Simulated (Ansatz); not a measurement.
## Ti: frozen-core PAW against all-electron methods

```
Ti
1.0
     2.95000    0.00000    0.00000
    -1.47500    2.55477    0.00000
     0.00000    0.00000    4.63914
Ti
2
Cartesian
  0.0000 1.7032 1.1598
  1.4750 0.8516 3.4794
```

Atom numbers follow the list: Ti1, Ti2.

The geometry is COD entry 9008517, unchecked; take it as a test cell. The listed cell was then made from it by scaling, straining or moving an atom.

Levels of theory: DFT, PBEsol, PAW with Ansatz's default frozen-core files, scalar-relativistic (Ansatz 0.2.0); DFT, PBEsol, all-electron LAPW, scalar-relativistic (Ansatz 0.2.0).

For PAW: a Γ-centred 13×13×7 k mesh, Fermi–Dirac smearing of 0.08 eV, cutoff 420 eV, no spin polarisation; the PAW files were made with PBE, and the program remakes their frozen cores for this functional. LAPW targets a basis error of 0.5 meV/atom. The Ansatz runs share mesh, smearing and spin set-up. Plane-wave (PAW) pressures include the program's estimate of the Pulay term.

Stress and pressure are positive in compression.

PAW results:

```json
{"quantity": "pressure (GPa)", "PAW": "-4.78"}
{"quantity": "stress xx (GPa)", "PAW": "-4.98"}
{"quantity": "stress zz (GPa)", "PAW": "-4.38"}
```

Problem. What does all-electron LAPW give for the same quantities?

Solution. 
```json
{"quantity": "pressure (GPa)", "LAPW": "-4.79"}
{"quantity": "stress xx (GPa)", "LAPW": "-4.99"}
{"quantity": "stress zz (GPa)", "LAPW": "-4.39"}
```
